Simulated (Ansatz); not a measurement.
Ti:
Space group P6₃/mmc (No. 194); a = b = 2.9390 Å, c = 4.6482 Å, α = β = 90.00°, γ = 120.00°

```csv
atom,site,symmetry,x,y,z
Ti,2c,-6m2,0.3333,0.6667,0.2500
```

Relaxed at zero pressure with the program Ansatz at the PBE level (PAW).

The volume is lowered by 6 % and shape and atoms relax at that volume. What pressure results, and how do the axes share the change?

7.7 GPa; a -2.1 %, b -2.1 %, c -2.0 %; the energy rises by 24 meV/atom.

Give the new structure.


Space group P6₃/mmc (No. 194); a = 2.8784 Å, b = 2.8784 Å, c = 4.5552 Å, α = 90.00°, β = 90.00°, γ = 120.00°

| atom | site | symmetry | x | y | z |
|---|---|---|---|---|---|
| Ti | 2c | -6m2 | 0.3333 | 0.6667 | 0.2500 |

The phase is kept; no other phase was compared at this pressure.

Space group P6_3/mmc (hcp (Mg type)). The cell was relaxed with PBE under the symmetry of its start. The run is not spin-polarised. Axis ratios of metals converge slowly with the k-mesh, so a and c are less sure than the volume.

Potentials: the earlier of the program's two PAW sets.
